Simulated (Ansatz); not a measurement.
A crystal relaxed with r2SCAN in the PAW code Ansatz has space group P6_3mc (No. 186) and a = 3.078 Å, c = 10.077 Å.

| atom | site | x | y | z |
| --- | --- | --- | --- | --- |
| Si | 2b | 0.6667 | 0.3333 | 0.9378 |
| Si | 2a | 0.0000 | 0.0000 | 0.6879 |
| Xx | 2b | 0.6667 | 0.3333 | 0.7498 |
| Xx | 2a | 0.0000 | 0.0000 | 0.5005 |

With r2SCAN the valence top lies at Γ and the conduction bottom at M, 2.60 eV higher; the smallest vertical gap, at M, is 3.78 eV. HSE06 gives an indirect gap of 3.14 eV, from Γ to M; the least direct gap is 4.37 eV at M. PBE gives an indirect gap of 2.23 eV, from Γ to M; the least direct gap is 3.35 eV at M. Meshes: r2SCAN 12×12×4, HSE06 6×6×2, PBE 12×12×4. r2SCAN's ε∞ is 6.5 along x and y, 6.8 along z.

Q: Which element is Xx?
A. C
B. Sn
C. Pb
D. Ge

A: A. Xx is C: SiC (P6_3mc) from a database of computed structures. Around Si lie 4 C at 1.89 Å; around Si lie 4 C at 1.88–1.89 Å; around C lie 4 Si at 1.88–1.89 Å; around C lie 4 Si at 1.89 Å.

The values are computed, spin-unpolarised, and not measurements.

The meshes of the hybrids are coarse, so their gaps aren't converged to the digits shown.
